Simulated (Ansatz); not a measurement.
AlCo (CsCl type)

```yaml
crystal:
  lattice:
    - [2.82274, 0.00000, 0.00000]
    - [0.00000, 2.82274, 0.00000]
    - [0.00000, 0.00000, 2.82274]
  atoms:
    - { symbol: Al, position: [0.00000, 0.00000, 0.00000] }
    - { symbol: Co, position: [0.50000, 0.50000, 0.50000] }
```

Grid over V/V₀ and (c/a)/(c/a)₀, subscript 0 meaning the relaxed cell; the conventional c axis lies along z; no internal relaxation.

Level of theory: PBEsol (plane waves to 420 eV, PAW, scalar-relativistic; Ansatz, a first-principles code). k mesh 16×16×16 (Γ-centred), Fermi-Dirac smearing 0.05 eV. Stress and pressure are positive under compression. With partly filled bands, the response to shear is sensitive to the k mesh, so small differences along c/a are uncertain. AlCo is run without spin polarisation. AlCo was relaxed with its symmetry unable to fall. The last digit holds for this mesh only.

Changes of σxx (GPa) from the point V/V₀ = 1.000, (c/a)/(c/a)₀ = 1.000 when one coordinate moves alone (two changes are said to add if the coupling is within 5 % of the smaller one, nearly so within 20 %):

```csv
point,change
"V/V₀ = 1.000, (c/a)/(c/a)₀ = 0.880",-7.84
"V/V₀ = 1.000, (c/a)/(c/a)₀ = 0.940",-3.94
"V/V₀ = 0.920, (c/a)/(c/a)₀ = 1.000",19.26
"V/V₀ = 0.960, (c/a)/(c/a)₀ = 1.000",8.61
"V/V₀ = 1.040, (c/a)/(c/a)₀ = 1.000",-6.98
"V/V₀ = 1.080, (c/a)/(c/a)₀ = 1.000",-12.63
"V/V₀ = 1.000, (c/a)/(c/a)₀ = 1.060",2.96
"V/V₀ = 1.000, (c/a)/(c/a)₀ = 1.120",5.71
```

Q: Do the two effects add at V/V₀ = 0.960, (c/a)/(c/a)₀ = 1.120? Give the computed change.

A: The sum of the single changes is 8.61 + (5.71) = 14.32; the calculation gives 15.11, so the coupling contributes 0.79 (under 20 % of the smaller single change, nearly additive).

Q: What is the change at V/V₀ = 0.920, (c/a)/(c/a)₀ = 1.060, where both move, and how far is it from the sum?

A: The sum of the single changes is 19.26 + (2.96) = 22.22; the calculation gives 23.19, so the coupling contributes 0.97 (over 20 % of the smaller single change, not additive).

Q: What is the change at V/V₀ = 0.960, (c/a)/(c/a)₀ = 1.060, where both move, and how far is it from the sum?

A: The sum of the single changes is 8.61 + (2.96) = 11.57; the calculation gives 12.02, so the coupling contributes 0.45 (under 20 % of the smaller single change, nearly additive).

(Under strain, the slope of the energy per volume gives the stress and its curvature an elastic modulus.)
